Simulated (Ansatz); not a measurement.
P (space group Cmce)

```yaml
crystal:
  lattice:
    - [1.65499, -5.08255, 0.00000]
    - [1.65499, 5.08255, 0.00000]
    - [0.00000, 0.00000, 4.12372]
  atoms:
    - { symbol: P, position: [0.89349, 0.10651, 0.42917] }
    - { symbol: P, position: [0.10651, 0.89349, 0.57083] }
    - { symbol: P, position: [0.60651, 0.39349, 0.92917] }
    - { symbol: P, position: [0.39349, 0.60651, 0.07083] }
```

A phonon eigenvector at Γ is frozen into this cell: atom i moves by Q times the vector below, so Q is the largest atomic displacement, in Å. The cell is held.

```tsv
atom	x	y	z
P1	0.000	-0.059	0.998
P2	0.000	0.059	-0.998
P3	0.000	-0.059	-0.998
P4	0.000	0.059	0.998
```

All values below come from LDA (plane waves to 420 eV, PAW, scalar-relativistic; Ansatz, a program for electronic structure). k mesh 15×15×11 (Γ-centred), Fermi-Dirac smearing 0.05 eV. Energies are smeared free energies. With partly filled bands, energies and forces of such displacements shift with the k mesh and the smearing. P was relaxed with its symmetry unable to fall. The relaxed volume of P is well below the measured one. The zero of ΔE is the undisplaced structure. The last digit holds for this mesh only.

```csv
Q (Å),ΔE (meV/cell)
-0.1000,103.0
-0.0833,withheld
-0.0667,46.2
-0.0500,26.0
-0.0333,11.6
-0.0167,2.9
0.0000,0.0
0.0167,2.9
0.0333,11.6
0.0500,26.0
0.0667,46.2
0.0833,withheld
0.1000,103.0
```

**Question.** Fit an even polynomial form (powers 2, 4) to the given rows and predict ΔE at Q = 0.0833.

**Answer.** Least squares on the 11 given rows: ΔE = (10450)·Q² + (-14830)·Q⁴, in meV/cell with Q in Å; root-mean-square residual 0.02 meV/cell. At 0.0833 the fit gives 71.8 meV/cell; the calculation gives 71.9 meV/cell, so the interpolation is off by -0.1 (-0.1 %). The quadratic term alone would give 72.5 meV/cell.

(For displaced atoms, the force is minus the slope of the energy, and its curvature is a force constant, which sets phonon frequencies.)
